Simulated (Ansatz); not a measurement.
Phonons of SiC (zinc blende) at Γ, L = (0.5, 0.0, 0.0), X = (0.5, 0.5, 0.0).

SiC (zinc blende)

```xyz
2
Lattice="0.0000 2.1899 2.1899 2.1899 0.0000 2.1899 2.1899 2.1899 0.0000" Properties=species:S:1:pos:R:3 pbc="T T T"
C      3.2848     3.2848     3.2848
Si     0.0000     0.0000     0.0000
```

Calculation: PBE (plane waves to 420 eV, PAW, scalar-relativistic; Ansatz, a first-principles code). Harmonic phonons by density-functional perturbation theory on a 14×14×14 k mesh, in cm⁻¹; i marks imaginary ones, q is in fractions of the reciprocal vectors of the cell shown, and the three acoustic modes at Γ are left out. The non-analytic (LO-TO) term is not included, so polar modes at Γ have their transverse values. SiC was relaxed with its symmetry unable to fall. The PAW data are Ansatz's earlier set.

```csv
q,wavenumbers (cm⁻¹)
Γ,775 (×3)
"L = (0.5, 0.0, 0.0)","259 (×2), 601, 748 (×2), 813"
"X = (0.5, 0.5, 0.0)","360 (×2), 622, 741 (×2), 804"
```

The structure shows no imaginary mode at these points (lowest 259 cm⁻¹ at L = (0.5, 0.0, 0.0)); other wave vectors were not tested.

Highest mode: 813 cm⁻¹ at L = (0.5, 0.0, 0.0).
